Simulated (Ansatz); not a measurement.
Starting cell, TiB2 (AlB2 type, space group P6/mmm):

```xyz
3
Lattice="3.0320 0.0000 0.0000 -1.5160 2.6258 0.0000 0.0000 0.0000 3.2243" Properties=species:S:1:pos:R:3 pbc="T T T"
Ti     0.0000     0.0000     0.0000
B      0.0000     1.7505     1.6122
B      1.5160     0.8753     1.6122
```

In each cell atom 3 (B, nearest neighbour B at 1.751 Å; its periodic images, 3.0 Å or more away, move with it) moves by s·(0.577, 0.577, 0.577) (along Cartesian [111]), the rest being held.

The numbers are results of PBE (plane waves to 420 eV, PAW, scalar-relativistic; Ansatz, an electronic-structure program), not measurements. k mesh 14×14×12 (Γ-centred), Fermi-Dirac smearing 0.05 eV. E stands for the smeared free energy. With partly filled bands, energies and forces of such displacements shift with the k mesh and the smearing. F⊥ is the part of the force across the line. TiB2 is run without spin polarisation. TiB2 was relaxed with its symmetry unable to fall. ΔE is measured from the undisplaced structure.

Question: Estimate the ΔE (meV/cell) and |F⊥| (eV/Å) for s (Å) = -0.530, -0.212, -0.106, 0.106, 0.318, 0.424.

Answer: 
| s (Å) | ΔE (meV/cell) | |F⊥| (eV/Å) |
|---|---|---|
| -0.530 | 2117 | 2.219 |
| -0.212 | 340 | 0.851 |
| -0.106 | 87 | 0.428 |
| 0.106 | 92 | 0.535 |
| 0.318 | 901 | 2.405 |
| 0.424 | 1669 | 3.928 |

(For displaced atoms, the force is minus the slope of the energy, and its curvature is a force constant, which sets phonon frequencies.)
